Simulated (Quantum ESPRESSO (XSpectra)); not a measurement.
## The core hole at the Se K edge of Sb2Se3 (Pnma)

```xyz
20
Lattice="12.3621 0.0000 0.0000 0.0000 4.0016 0.0000 0.0000 0.0000 11.7136" Properties=species:S:1:pos:R:3 pbc="T T T"
Sb     1.7346     3.0012     0.4462
Sb    10.6274     1.0004    11.2675
Sb     4.4464     1.0004     6.3030
Sb     7.9157     3.0012     5.4106
Sb     0.4180     1.0004     3.8607
Sb    11.9441     3.0012     7.8529
Sb     5.7631     3.0012     9.7175
Sb     6.5990     1.0004     1.9961
Se    11.7236     3.0012     1.4938
Se     0.6385     1.0004    10.2198
Se     6.8195     1.0004     7.3507
Se     5.5425     3.0012     4.3630
Se     2.5383     1.0004     2.2502
Se     9.8238     3.0012     9.4634
Se     3.6427     3.0012     8.1070
Se     8.7193     1.0004     3.6066
Se     7.7553     3.0012     0.6337
Se     4.6067     1.0004    11.0799
Se    10.7878     1.0004     6.4905
Se     1.5743     3.0012     5.2231
```

Geometry: Materials Project entry mp-2160 (a computed structure). The cell is the entry's, not relaxed again.

Absorber: atom 9, Se on Wyckoff site c (site symmetry .m.), with 1 Sb at 2.59 Å, 2 Sb at 2.99 Å.

Model: LDA, no, half or full core hole, dipole K-edge X-ray absorption, plane waves, Troullier-Martins potentials made with ld1.x and PseudoDojo potentials for the other elements (Perdew-Zunger form enforced), scalar-relativistic, no spin, constant broadening; program: Quantum ESPRESSO (XSpectra).

Full-hole run: 40-atom cell (absorber images 8.0 Å apart), 67 Ry, k meshes 1×2×1 (SCF) and 2×2×2 (spectrum), Lorentzian half width 1.5 eV. The ground-state test found a gap, so occupations are fixed and the excited electron is left out (charged cell on a uniform background); energies count from the highest occupied level. Field directions run: x; y; z, weighted by the site's symmetry in the crystal. Intensities are scaled to a mean of 1 over 0–35 eV.

The half-hole run shares these settings; the run without a hole takes the primitive cell with a 2×4×2 mesh.

```tsv
core hole	mean 0–10 eV	mean 10–20 eV	mean 20–30 eV	highest value below 30 eV
none (primitive cell)	1.11	0.96	0.97	1.7
half	1.05	0.99	0.99	1.6
full	0.99	1.02	1.02	1.4
```

From no hole to a full hole the mean over the first 10 eV goes from 1.11 through 1.05 to 0.99. The cell size was not varied. Each run counts from its own energy zero.
